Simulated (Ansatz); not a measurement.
The relaxed structure here is a generated cell of TiAl3: the first start was made by a random draw of sites in a space group, and the end was not matched to a known phase here, so it may be hypothetical. Known forms of TiAl3 include space group No. 139.

One stationary structure of TiAl₃. The numbers are results of PBE (plane waves to 420 eV, PAW, scalar-relativistic; Ansatz, a first-principles code), not measurements.

```
CELL_PARAMETERS angstrom
      4.43279     0.00000     0.00000
     -2.21640     3.83891     0.00000
      0.00000     0.00000     5.34144
ATOMIC_POSITIONS crystal
  Al 0.00000 0.00000 0.49291
  Al 0.66667 0.33333 0.19035
  Al 0.33333 0.66667 0.19035
  Ti 0.00000 0.00000 0.00635
```

Problem. Determine the symmetry and give the standard cell with its independent sites.

Solution. Space group P6mm (No. 183); a = 4.4328 Å, b = 4.4328 Å, c = 5.3414 Å, α = 90.00°, β = 90.00°, γ = 120.00°

```
atom  site  symmetry       x       y       z
----  ----  --------  ------  ------  ------
Al      1a       6mm  0.0000  0.0000  0.4929
Al      2b       3m.  0.3333  0.6667  0.1903
Ti      1a       6mm  0.0000  0.0000  0.0064
```

Problem. Give the shortest distances between elements (the closest pairs, up to four, under 3.6 Å).

Solution. Al–Al 2.56 Å; Al–Ti 2.60 Å.

```json
{
 "volume_per_atom": "22.72 Å³",
 "density": "2.35 g/cm³",
 "band_gap": "zero (metallic)"
}
```

No spin polarisation in the result.

The run could not lose the symmetry of its start: the end is stationary, and may be a saddle point rather than a minimum.
